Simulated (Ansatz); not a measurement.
**A trial form of MgSi3N2**

Computed with DFT PBE, scalar-relativistic, plane waves, PAW (Ansatz). Cutoff 420 eV, Gaussian smearing, Γ-centred meshes. Cell and atoms relax first on a coarse mesh and then on a finer one. In between, the cell is made exact in the group found at 0.06 Å. In metals the finer mesh still leaves noise of several meV/atom or more. The steps can't lower the symmetry of their start. No spin polarisation in the relaxation; trial moments died out in a coarse test.

Recipe of this trial structure of MgSi3N2: random cell by space group and Wyckoff sites (R-3m, No. 166). The dimensions are guesses.

```xyz
6
Lattice="2.3285 1.3443 4.8030 -2.3285 1.3443 4.8030 0.0000 -2.6887 4.8030" Properties=species:S:1:pos:R:3 pbc="T T T"
Mg    0.0000    0.0000    0.0000
Si    0.0000    0.0000    7.2044
Si    0.0000    0.0000    4.7456
Si    0.0000    0.0000    9.6633
N     0.0000    0.0000   11.2063
N     0.0000    0.0000    3.2026
```

Energies over the elements count from the elements' standard structures at the same level (N₂ as a molecule), with no fitted energy shifts.

Task: Which structure results?

Result: The symmetry stays R-3m (No. 166). The volume per atom shrinks by 9.5 %, from 15.0 to 13.6 Å³. The shortest distance goes from 1.54 Å (Si–N) to 1.67 Å (Si–N). The ratio c/a of the conventional cell changes by a factor of 0.84. The energy falls by about 0.48 eV/atom (the start's value is from the coarse mesh). Conventional cell: a = 4.777 Å, c = 12.389 Å. Around Mg lie 2 N at 2.01 Å; Si on a site of symmetry -3m has 2 Si at 2.52 Å and 6 N at 2.76 Å; Si on a site of symmetry 3m has 1 N at 1.67 Å and 1 Si at 2.52 Å; N has 1 Si at 1.67 Å, 1 Mg at 2.01 Å, 3 Si at 2.76 Å and 3 N at 2.76 Å.

```yaml
crystal:
  lattice:
    - [2.38857, 1.37904, 4.12958]
    - [-2.38857, 1.37904, 4.12958]
    - [0.00000, -2.75808, 4.12958]
  atoms:
    - { symbol: Mg, position: [0.00000, 0.00000, 0.00000] }
    - { symbol: Si, position: [0.50000, 0.50000, 0.50000] }
    - { symbol: Si, position: [0.29690, 0.29690, 0.29690] }
    - { symbol: Si, position: [0.70310, 0.70310, 0.70310] }
    - { symbol: N, position: [0.83766, 0.83766, 0.83766] }
    - { symbol: N, position: [0.16234, 0.16234, 0.16234] }
```

Task: Give its energy and gap.

Result: The formation energy is +0.62 eV/atom and the gap on the 12×12×12 mesh of the 6-atom cell is 0 eV (a metal).

The separate elements lie lower, so it is unstable against them.

The last run used Gaussian smearing of 0.10 eV. A structure relaxed within its symmetry needn't be a true minimum. In all, the 3 runs took 4.5 min on 1 thread of AMD EPYC (Zen 3) (shared host). Another cell of MgSi3N2 relaxed alike, in Fmmm, lies 0.44 eV/atom lower, so this cell isn't the stable form at this level.
